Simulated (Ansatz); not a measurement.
TaN (rock salt), relaxed and computed with several functionals in Ansatz (plane waves, PAW). Much of their spread follows the volume that each gives.

```json
[
 {"functional": "r²SCAN", "V (Å³/atom)": "10.62", "B₀ by P(V) fit (GPa)": "352"},
 {"functional": "LDA", "V (Å³/atom)": "10.27", "B₀ by P(V) fit (GPa)": "376"},
 {"functional": "PBEsol", "V (Å³/atom)": "10.47", "B₀ by P(V) fit (GPa)": "?"},
 {"functional": "PBE", "V (Å³/atom)": "10.77", "B₀ by P(V) fit (GPa)": "330"}
]
```

### Question
Fit a straight line to ln B₀ against ln V and predict the withheld value.

### Answer
Least squares on the 3 shown rows: ln B₀ = -2.60 × ln V + (11.990), with a scatter of 1.2 %. For PBEsol this gives 359. The run itself gave 357, a miss of 0.6 % of that.

Not the usual ambient phase: TaN, rock salt. All cells were relaxed under the symmetry of their starts (and spin orders); stability against distortions was not tested throughout. Named crystals with no word on spin ran without spin polarisation. Spin–orbit coupling is left out wherever it is not named.

Potentials: the earlier of the program's two PAW sets. The files were generated under PBE; for other functionals the program regenerates the frozen cores, and for LDA and PBEsol the local potential too.

Ansatz (a quantum-chemistry and plane-wave program) is a plane-wave DFT program.
